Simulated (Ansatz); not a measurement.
CsI:
```cif
data_CsI
_chemical_formula_sum 'Cs1 I1'
_space_group_name_H-M_alt 'P 1'
_space_group_IT_number 1
_cell_length_a 4.50710
_cell_length_b 4.50710
_cell_length_c 4.50710
_cell_angle_alpha 90.000
_cell_angle_beta 90.000
_cell_angle_gamma 90.000
loop_
_space_group_symop_operation_xyz
  'x, y, z'
loop_
_atom_site_label
_atom_site_type_symbol
_atom_site_fract_x
_atom_site_fract_y
_atom_site_fract_z
_atom_site_occupancy
Cs1 Cs 0.00000 0.00000 0.00000 1
I1 I 0.50000 0.50000 0.50000 1
```

Relaxed with PBEsol. The program Ansatz at the PBEsol level (PAW) gives a gap of 3.85 eV.

Problem. What gap does HSE06 give on the same cell (Ansatz, PAW)?

Solution. 5.04 eV, 1.19 eV more. The hybrid was solved on a coarser mesh and at special points; its gap is the smallest among all of these.

```
k  v1 PBEsol  c1 PBEsol  v1 HSE06  c1 HSE06
-  ---------  ---------  --------  --------
Γ      -0.08       3.85     -0.08      5.04
R      -1.43       7.20         ?         ?
M       0.00       4.14         ?         ?
X      -0.26       5.11         ?         ?
```

Problem. Top valence (v1) and lowest conduction level (c1) in eV from each method's valence maximum (which need not be a listed point): supply the withheld HSE06 values.

Solution. 
- X, v1 HSE06: -0.27
- X, c1 HSE06: 6.25
- R, v1 HSE06: -1.49
- R, c1 HSE06: 8.35
- M, v1 HSE06: 0.00
- M, c1 HSE06: 5.22

Cost on shared cores: the PBEsol run (SCF on a 6×6×6 mesh, then bands and DOS) roughly 18 core-seconds, the HSE06 run (SCF on 5×5×5, then a few points) about 2.7 core-minutes (a rough figure); the tasks are unlike.

Space group Pm-3m (CsCl type). Symmetry was held in the PBEsol relaxation. Spin–orbit coupling is left out wherever it is not named.

Potentials: the later of the program's two PAW sets.
